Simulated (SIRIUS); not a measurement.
Worked example: self-consistent single point of ZnS (P6_3mc, 8 atoms in the cell; from Materials Project mp-10281, lattice scaled a little) in SIRIUS.

Computed with PBE, SSSP 1.1.2 efficiency PBE pseudopotentials (plane waves; SIRIUS).

```xyz
8
Lattice="3.8756 0.0000 0.0000 -1.9378 3.3564 0.0000 0.0000 0.0000 12.6705" Properties=species:S:1:pos:R:3 pbc="T T T"
Zn     1.9378     1.1188     9.5020
Zn     0.0000     2.2376     3.1667
Zn     0.0000     0.0000     6.3353
Zn     0.0000     0.0000     0.0000
S      1.9378     1.1188    11.8815
S      0.0000     2.2376     5.5463
S      0.0000     0.0000     8.7090
S      0.0000     0.0000     2.3737
```

Reference input (self-consistent single point, DFT, PBE, plane waves, SSSP 1.1.2 efficiency PBE pseudopotentials): parameters.ngridk = 5 5 1; parameters.xc_functionals = [XC_GGA_X_PBE, XC_GGA_C_PBE]; parameters.gk_cutoff = 8.062 1/bohr; parameters.pw_cutoff = 25.496 1/bohr; parameters.smearing = gaussian; parameters.smearing_width = 0.00183747 Ha; potentials = SSSP 1.1.2 efficiency PBE pseudopotentials; parameters.electronic_structure_method = pseudopotential; parameters.num_bands = 62; parameters.num_mag_dims = 0; parameters.num_dft_iter = 100; parameters.energy_tol = 1e-07 Ha. This run's input differs from it in these lines:

```diff
@@ -14,4 +14,4 @@
     "xc_functionals": ["XC_GGA_X_PBE", "XC_GGA_C_PBE"],
-    "gk_cutoff": 8.062,
-    "pw_cutoff": 25.496,
+    "gk_cutoff": 11.402,
+    "pw_cutoff": 36.056,
     "ngridk": [5, 5, 1],
```

Output (repeated stretches shortened):

```
[find] density tolerance         : 1e-06
[find] total energy tolerance    : 1e-07
[find] iter_solver_tol (initial) : 0.01
[find] iter_solver_tol (target)  : 1e-13
[find] num_dft_iter              : 100
Charges and magnetic moments
--------------------------------------------------------------------------------
total charge          : 104.000000
[find] | SCF iteration   0 out of 100|
[diagonalize] iterative solver tolerance (occupied, empty): 0.01 0.01
[diagonalize] average number of iterations: 2.6
[find] Charges and magnetic moments
[find] total charge          : 104.000000
[find] Energy
   [... lines left out ...]

[find] Charges and magnetic moments
[find] total charge          : 104.000000
[find] Energy
[find] smearing (-TS)                 :      -0.00000000
[find] Total energy                   :    -971.54331993 (Ha),   -1943.08663986 (Ry)
[find] Free energy (E-TS)             :    -971.54331993 (Ha),   -1943.08663986 (Ry)
[find] band gap (eV)                  :       1.95345113
[find] Efermi                         :       0.28108616
[find] iteration : 19, RMS (target) : 6.9512e-07 (1.0000e-06) , energy difference (target) : -4.1121e-10 (1.0000e-07)
[find] bands are converged : true
[find] iterative solver converged : false
[find] converged after 20 SCF iterations!
[find] Charges and magnetic moments
[find] total charge          : 104.000000
[find] Energy
[find] smearing (-TS)                 :      -0.00000000
[find] Total energy                   :    -971.54331993 (Ha),   -1943.08663986 (Ry)
[find] Free energy (E-TS)             :    -971.54331993 (Ha),   -1943.08663986 (Ry)
[find] band gap (eV)                  :       1.95345113
[find] Efermi                         :       0.28108616
[ground_state] === stress tensor components [kbar] ===
[ground_state] === stress_total ===
[ground_state]    12.979130   -0.000002   -0.000000
[ground_state]    -0.000002   12.979138    0.000000
[ground_state]    -0.000000    0.000000   13.729994
[ground_state] ==== total Forces in Ha/bohr =====
   [... lines left out ...]
[ground_state] atom:    3, force:      -0.0000000      0.0000000      0.0002911
[ground_state] atom:    4, force:      -0.0000000      0.0000000     -0.0002263
[ground_state] atom:    5, force:       0.0000000      0.0000000     -0.0002263
[ground_state] atom:    6, force:       0.0000000      0.0000000     -0.0002549
[ground_state] atom:    7, force:       0.0000000     -0.0000000     -0.0002549
```

The run converged in 20 iterations. SIRIUS prints the stress tensor with tension positive. Against the reference run the free energy drops by 11.8 meV/atom, the pressure moves little (-1.38 to -1.32 GPa) and the largest force stays at 0.015 eV/Å.

This run is one point of a test of settings, so its values need not be converged; read them against the reference run alone. The structure comes from a collection of computed structures, made at another level of theory; the collection holds predicted forms beside known ones. Its lattice was then scaled.

Cost on one core: about 5 core-minutes (a rough figure).

The gap that the log prints is read on the run's mesh, which can miss the band edges or a crossing.
